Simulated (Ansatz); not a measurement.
KF (rock salt)

```
KF
1.0
    0.00000     2.65916     2.65916
    2.65916     0.00000     2.65916
    2.65916     2.65916     0.00000
K F
1 1
Direct
  0.00000   0.00000   0.00000
  0.50000   0.50000   0.50000
```

The slice is a {110} plane (indices of the conventional cell) through the point (0.500, 0.500, 0.500) (fractional), spanned by u = [100] and v = [1 -1 -1] in vectors of this cell: u (3.76 Å) and v (5.32 Å, at 90° to u). It covers one period; positions are fractions (u, v).

Calculation: r2SCAN (plane waves to 500 eV, PAW, scalar-relativistic; Ansatz, an electronic-structure program). k mesh 11×11×11. Near the nuclei the fields are pseudised (PAW); where an atom keeps semicore shells as valence, they peak there. KF was relaxed with its symmetry unable to fall.

**Question.** What is the ELF at the density minimum of the shortest K–F line in this plane (2.66 Å)?

**Answer.** 0.0.

**Question.** What is the valence density on the shortest K–F line in this plane (2.66 Å), at its minimum between the atoms?

**Answer.** 0.12 e/Å³.

**Question.** Predict the map of the valence electron density on the slice.

**Answer.** 
```
v \ u  0.00  0.14  0.29  0.43  0.57  0.71  0.86
-----  ----  ----  ----  ----  ----  ----  ----
0.90    0.5  -0.1  -1.0  -1.7  -1.7  -1.0  -0.1
0.80   -0.7  -0.9  -1.5  -2.0  -2.0  -1.5  -0.9
0.70   -0.5  -0.8  -1.5  -2.0  -2.0  -1.5  -0.8
0.60    0.5   0.1  -0.8  -1.7  -1.7  -0.8   0.1
0.50    0.6   0.5  -0.5  -1.6  -1.6  -0.5   0.5
0.40    0.5   0.1  -0.8  -1.7  -1.7  -0.8   0.1
0.30   -0.5  -0.8  -1.5  -2.0  -2.0  -1.5  -0.8
0.20   -0.7  -0.9  -1.5  -2.0  -2.0  -1.5  -0.9
0.10    0.5  -0.1  -1.0  -1.7  -1.7  -1.0  -0.1
0.00    1.1   0.5  -0.7  -1.6  -1.6  -0.7   0.5
```

Values: log₁₀ of the valence density in e/Å³. The scale is logarithmic, as a density can span decades between atoms and voids.
